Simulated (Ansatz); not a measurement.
Ru:
```xyz
2
Lattice="2.6998 0.0000 0.0000 -1.3499 2.3381 0.0000 0.0000 0.0000 4.2595" Properties=species:S:1:pos:R:3 pbc="T T T"
Ru     0.0000     1.5587     3.1946
Ru     1.3499     0.7794     1.0649
```

Relaxed with r²SCAN+D4. Special points in fractions of this cell's reciprocal vectors: Γ (0.000, 0.000, 0.000); M (0.500, 0.000, 0.000); K (0.333, 0.333, 0.000); A (0.000, 0.000, 0.500); L (0.500, 0.000, 0.500); H (0.333, 0.333, 0.500).

Problem. List the band energies nearest the Fermi level at these points for the program Ansatz at the r²SCAN+D4 level (PAW).

Solution. In eV from the Fermi level; about four levels below and three above (degenerate sets whole), none deeper than 8.9 eV; … stands for higher levels left out; points with the same levels are listed once.

```json
[
 {"k": "Γ", "below": "-2.05 -2.05 -1.53 -1.53", "above": "1.23 1.23 …"},
 {"k": "M", "below": "-3.24 -2.21 -1.91 -1.60", "above": "1.46 1.91 2.00"},
 {"k": "K", "below": "-4.02 -3.03 -3.03 -1.15", "above": "1.06 1.06 1.52"},
 {"k": "A", "below": "-2.96 -2.96 -2.96 -2.96 -2.86 -2.86", "above": "…"},
 {"k": "L", "below": "-4.82 -4.82 -1.16 -1.16", "above": "0.45 0.45 1.73 1.73"},
 {"k": "H", "below": "-2.91 -2.91 -1.29 -1.29", "above": "1.27 1.27 …"}
]
```

Space group P6_3/mmc (hcp (Mg type)). The cell was relaxed with r²SCAN+D4 under the symmetry of its start. The run is not spin-polarised. The pairwise dispersion correction was not fitted to metals. Scalar-relativistic: spin–orbit coupling is off unless named, which matters more the heavier the elements.

Potentials: the earlier of the program's two PAW sets.
